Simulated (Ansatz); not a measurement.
NbC (rock salt), relaxed with LDA (Ansatz, an electronic-structure program, plane waves, PAW): a = 4.4269 Å, b = 4.4269 Å, c = 4.4269 Å, α = 90.00°, β = 90.00°, γ = 90.00°.

- ΔH_f (eV/atom): -0.62
- B₀ by P(V) fit (GPa): 333
- K_Hill (GPa): 333
- G_Hill (GPa): 224
- highest Γ mode, no LO–TO term (cm⁻¹): 551
- Θ_D (K): 787

The same phase is relaxed and computed with PBEsol in the same code. What are the cell and these values now?

a = b = c = 4.450 Å, α = β = γ = 90.00°.

- ΔH_f (eV/atom): -0.62
- B₀ by P(V) fit (GPa): 320
- K_Hill (GPa): 320
- G_Hill (GPa): 217
- highest Γ mode, no LO–TO term (cm⁻¹): 542
- Θ_D (K): 776

All cells were relaxed under the symmetry of their starts (and spin orders); stability against distortions was not tested throughout. Rows with no word on spin ran without spin polarisation. Scalar-relativistic: spin–orbit coupling is off unless named, which matters more the heavier the elements.

Potentials: the later of the program's two PAW sets.

Ansatz is a plane-wave DFT program.

Formation energies count from the lowest solids of the elements computed at the same level, not from gases.
